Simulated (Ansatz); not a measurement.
An Ansatz (a first-principles code) run. Input:

Ansatz 0.2 input:
```yaml
crystal:
  lattice:
    - [10.9713942794, 0.0, 0.0]
    - [0.0, 3.8792913918, 0.0]
    - [0.0, 0.0, 4.422707082]
  atoms:
    - { symbol: Ge, position: [0.1236068448, 0.25, 0.1133658542] }
    - { symbol: Ge, position: [0.8763931552, 0.75, 0.8866341458] }
    - { symbol: Ge, position: [0.3763931552, 0.75, 0.6133658542] }
    - { symbol: Ge, position: [0.6236068448, 0.25, 0.3866341458] }
    - { symbol: Se, position: [0.8547664618, 0.25, 0.4980392126] }
    - { symbol: Se, position: [0.1452335382, 0.75, 0.5019607874] }
    - { symbol: Se, position: [0.6452335382, 0.75, 0.9980392126] }
    - { symbol: Se, position: [0.3547664618, 0.25, 0.0019607874] }
kpoints:
  mp_grid: { grid: [3, 7, 6] }
basis: { xc_grid: 2, fft_grid_basis: typed }
hamiltonian:
  xc: pbe
  dispersion: d3bj
  pseudopotentials: { kind: paw }
scf:
  occupations: { method: fixed }
checkpoint: { read: static.run }
output: { write_density: true, elf: true, volumetric_format: npy }
```

Output (shortened):

```
Pseudopotential: Ge, paw, valence charge 14
Pseudopotential: Se, paw, valence charge 16
Functional definition: PBE
Crystal: 8 atoms, lattice volume = 188.236 Å³
Basis set: ecut = 420 eV, 3699 PW (Γ), exchange–correlation on 150×54×60 points (8 copies of the dense FFT grid, shifted against one another)
Bands: 72, of which v1, the nominal top of the filled ones, is band 60 counted from 1 (59 counted from 0)
Symmetry: 8 space group operations
Space group: Pnma (ITA 62), of the structure as read, at distance tolerance 5.7e-5 Å
k-points: 32 of 126
Stability of the state it starts from, as read at its close in the unpolarized treatment …
iter 1 solved again at ethr=1.34e-8 eV; its pass at ethr=3.10e-3 eV (dr2=1.61e-5 eV) is discarded
SCF iter   1: F=—  HF=-39060.907556 eV  |F-HF|=—  |Δ(HF+E_count)|=         —  Δρ=2.40e-7  dr2=6.56e-11  ethr=1.34e-8  ⟨swp⟩=3.0  Hψ=13361  notcnv=0  defer=318
preconditioner: auto → Resta (q_TF=auto, 2.531 Å⁻¹)
SCF iter   2: F=-39060.907556 eV  HF=-39060.907556 eV  |F-HF|=7.28e-12  |Δ(HF+E_count)|=  5.38e-10  Δρ=1.41e-7  dr2=3.23e-11  ethr=1.00e-12  ⟨swp⟩=8.7  Hψ=9511  notcnv=0
WARN: dispersion: an atom stands within reach of a switch of its C6 between two reference coordination numbers of its element …
SCF 1 converged in 2 iterations: F = -39060.907556 eV  dr2 = 3.23e-11
SCF converged after 2 iterations
Free energy (F): -39060.907556 eV
Harris-Foulkes:  -39060.907556 eV  (|F-HF|=7.28e-12)
Internal energy: -39060.907556 eV  (E = F + TS)
E sigma→0 (E₀):  -39060.907556 eV
Fermi energy:    8.307379 eV
--- Per-component energies (eV) ---
  E_band       = -2114.098106
  E_kinetic    = 909.943422
  E_local      = -18943.308489  (includes V_loc(G=0)·N_el)
  E_nonlocal   = -725.873738
  E_hartree    = 8816.612338
  E_xc         = -717.370258
  E_vxc        = -647.882223  (∫ρ·V_xc dr)
  E_paw        = -15705.267443  (= ΣΔE_a)
  E_vpaw       = -340.200828  (= ΣTr[D̂ρ^β])
  E_aug_tail   = -0.001231  (compensation charges beyond the density's cutoff)
  E_ewald      = -12692.778171
  E_disp       = -2.863987  (pairwise vdW)
  E_smearing   =  0.000000  (= −TS)
  E_closure    =  0.000000  (closes the sum)
  Σ components = -39060.907556   (vs F -39060.907556, Δ=0.00e0)
  [band-id]    e_kinetic+e_local+e_nonlocal+2·e_hartree+e_vxc+e_vpaw+e_augmentation_tail = -2114.098410   (vs E_band -2114.098106, Δ=-3.04e-4)
--- Band table (eV; the first three rows and the last of 32) ---
  k-point 0: bands = ["-39.2624", "-39.2623", "-39.2622", "-39.2621", "-39.2612", "-39.2611", "-39.2609", "-39.2608", "-39.2273", "-39.2270", "-39.2270", "-39.2267", "-39.2246", "-39.2244", "-39.2244", "-39.2242", "-39.2134", "-39.2133", "-39.2130", …
  k-point 1: bands = ["-39.2624", "-39.2623", "-39.2622", "-39.2621", "-39.2612", "-39.2611", "-39.2609", "-39.2608", "-39.2272", "-39.2270", "-39.2270", "-39.2267", "-39.2246", "-39.2244", "-39.2243", "-39.2242", "-39.2134", "-39.2133", "-39.2130", …
  k-point 2: bands = ["-39.2623", "-39.2623", "-39.2622", "-39.2622", "-39.2611", "-39.2610", "-39.2610", "-39.2609", "-39.2272", "-39.2270", "-39.2269", "-39.2268", "-39.2245", "-39.2245", "-39.2243", "-39.2242", "-39.2133", "-39.2132", "-39.2131", …
  k-point 31: bands = ["-39.2624", "-39.2624", "-39.2623", "-39.2623", "-39.2607", "-39.2607", "-39.2607", "-39.2607", "-39.2270", "-39.2270", "-39.2269", "-39.2269", "-39.2245", "-39.2245", "-39.2244", "-39.2244", "-39.2131", "-39.2131", "-39.2130", …
```

Cost: very roughly 17 core-seconds on shared cores.

Symmetry was held in the PBE+D3(BJ) relaxation. Scalar-relativistic: spin–orbit coupling is off unless named, which matters more the heavier the elements.

Potentials: the later of the program's two PAW sets.

Ansatz is a plane-wave DFT program.
